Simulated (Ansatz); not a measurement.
## Ni: constraining the magnetisation

The cell (1 atom) is Ni as an experimental structure (space group Fm-3m). The computed pressure is over 10 GPa in size, so the cell is far from the computed equilibrium volume. Source: COD entry 4320501; it may be a high-temperature, high-pressure or metastable form.

```xyz
1
Lattice="0.0000 1.7673 1.7673 1.7673 0.0000 1.7673 1.7673 1.7673 0.0000" Properties=species:S:1:pos:R:3 pbc="T T T"
Ni    0.0000    0.0000    0.0000
```

Numbers behind element symbols give the atom's place in this list.

Method: Ansatz, DFT, LDA, PAW, plane waves, scalar-relativistic.

* Plane-wave cutoff: 420 eV
* k-point mesh: 15×15×15 (Γ-centred)
* Occupations: Fermi–Dirac smearing, 0.1 eV

The total moment includes the space between the atomic spheres.

A small moment in a metal is sensitive to the mesh and the smearing.

The total moment of the cell is held fixed (separate Fermi levels for the two spins), shared at the start among the Ni atoms with one sign; no search for lower states follows. F is the free energy per cell, and F(lowest) that of the lowest run, the runs with a free moment included. A row is the solution that its start led to, not a proven minimum at that M. The run at M = 0 starts without moments and gives the spin-unpolarised solution. The cell holds one magnetic atom, so only parallel order fits; orders in a larger cell may lie lower. The program warns that the SCF threshold is loose for stress, so pressures can be off by 0.1 GPa or more.

The run at M = 0.94 μB took 1.9 s on 2 threads of Intel(R) Xeon(R) Platinum 8259CL CPU @ 2.50GHz, with other jobs on the host, peak memory 0.33 GiB.

| fixed M (μB/cell) | F − F(lowest) (meV/cell) | moments of Ni1 (μB) | pressure (GPa) |
| --- | --- | --- | --- |
| 0.00 | 26 | 0.00 | -19.8 |
| 0.23 | 21 | 0.24 | -19.7 |
| 0.47 | 6 | 0.50 | -19.3 |
| 0.70 | 4 | 0.73 | -18.5 |
| 0.94 | 68 | 0.95 | -16.4 |
| 1.17 | 219 | 1.15 | -13.4 |
| 1.41 | 482 | 1.34 | -9.3 |
| 1.64 | 847 | 1.53 | -4.2 |
| 1.88 | 1383 | 1.71 | 2.4 |

The lowest fixed-moment run is the one at M = 0.70 μB (4 meV). With the constraint released: “usual moment scaled by 0.1, free total moment [Ni1 0.20 μB]” ends at 0.62 μB, 0 meV; “usual moment, free total moment [Ni1 2.00 μB]” ends at 0.62 μB, 0 meV.
